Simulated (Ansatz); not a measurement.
Starting cell, AuSb2 (space group Pa-3):

```
CELL_PARAMETERS angstrom
      6.62458     0.00000     0.00000
      0.00000     6.62458     0.00000
      0.00000     0.00000     6.62458
ATOMIC_POSITIONS crystal
  Sb 0.37498 0.12502 0.87498
  Sb 0.62502 0.87498 0.12502
  Sb 0.12502 0.87498 0.37498
  Sb 0.87498 0.12502 0.62502
  Sb 0.87498 0.37498 0.12502
  Sb 0.12502 0.62502 0.87498
  Sb 0.62502 0.62502 0.62502
  Sb 0.37498 0.37498 0.37498
  Au 0.00000 0.50000 0.50000
  Au 0.50000 0.50000 0.00000
  Au 0.50000 0.00000 0.50000
  Au 0.00000 0.00000 0.00000
```

A phonon eigenvector at Γ is frozen into this cell: atom i moves by Q times the vector below, so Q is the largest atomic displacement, in Å. The cell is held.

```tsv
atom	x	y	z
Sb1	-0.577	0.577	-0.577
Sb2	0.577	-0.577	0.577
Sb3	0.577	-0.577	-0.577
Sb4	-0.577	0.577	0.577
Sb5	-0.577	-0.577	0.577
Sb6	0.577	0.577	-0.577
Sb7	0.577	0.577	0.577
Sb8	-0.577	-0.577	-0.577
```

Atoms not listed stay in place.

Method: LDA (plane waves to 420 eV, PAW, scalar-relativistic; Ansatz, a first-principles code). k mesh 6×6×6 (Γ-centred), Fermi-Dirac smearing 0.05 eV. The energy includes the smearing's −TS. With partly filled bands, energies and forces of such displacements shift with the k mesh and the smearing. AuSb2 was relaxed with its symmetry unable to fall. Spin-orbit coupling is left out, though Au and Sb are heavy. The zero of ΔE is the undisplaced structure.

| Q (Å) | ΔE (eV/cell) |
|---|---|
| -0.180 | 2.018 |
| -0.120 | 0.777 |
| -0.060 | 0.170 |
| 0.000 | 0.000 |
| 0.060 | 0.130 |
| 0.120 | 0.453 |
| 0.180 | 0.873 |

Problem. Which DFPT wavenumber at Γ belongs to this mode?
A) 42 cm⁻¹
B) 152 cm⁻¹
C) 107 cm⁻¹

Solution. B, 152 cm⁻¹. The curvature of the scan gives 152 cm⁻¹

(A displaced cell: forces are minus the slopes of the energy, force constants its curvatures, and phonons follow from these.)
